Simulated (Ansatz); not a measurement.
ZnCu (CsCl type)

```
CELL_PARAMETERS angstrom
      2.91880     0.00000     0.00000
      0.00000     2.91880     0.00000
      0.00000     0.00000     2.91880
ATOMIC_POSITIONS crystal
  Zn 0.00000 0.00000 0.00000
  Cu 0.50000 0.50000 0.50000
```

Calculation: r2SCAN (plane waves to 500 eV, PAW, scalar-relativistic; Ansatz, a program for electronic structure). Harmonic phonons by density-functional perturbation theory on a 16×16×16 k mesh, in cm⁻¹ and rounded to 5; i marks imaginary ones, q is in fractions of the reciprocal vectors of the cell shown, and the three acoustic modes at Γ are left out. ZnCu is run without spin polarisation. ZnCu was relaxed with its symmetry unable to fall.

Task: Is the structure dynamically stable at Γ, X = (0.5, 0.0, 0.0), M = (0.5, 0.5, 0.0), R = (0.5, 0.5, 0.5)?

Result: No imaginary mode at these points (lowest 35 cm⁻¹ at M = (0.5, 0.5, 0.0)); other wave vectors were not tested.

Task: Predict the phonon wavenumbers at Γ, X = (0.5, 0.0, 0.0), M = (0.5, 0.5, 0.0), R = (0.5, 0.5, 0.5).

Result: 
```json
[
 {"q": "Γ", "wavenumbers (cm⁻¹)": "210 (×3)"},
 {"q": "X = (0.5, 0.0, 0.0)", "wavenumbers (cm⁻¹)": "150 (×2), 150 (×2), 160, 180"},
 {"q": "M = (0.5, 0.5, 0.0)", "wavenumbers (cm⁻¹)": "35 (×2), 160, 165, 235 (×2)"},
 {"q": "R = (0.5, 0.5, 0.5)", "wavenumbers (cm⁻¹)": "150 (×3), 170 (×3)"}
]
```
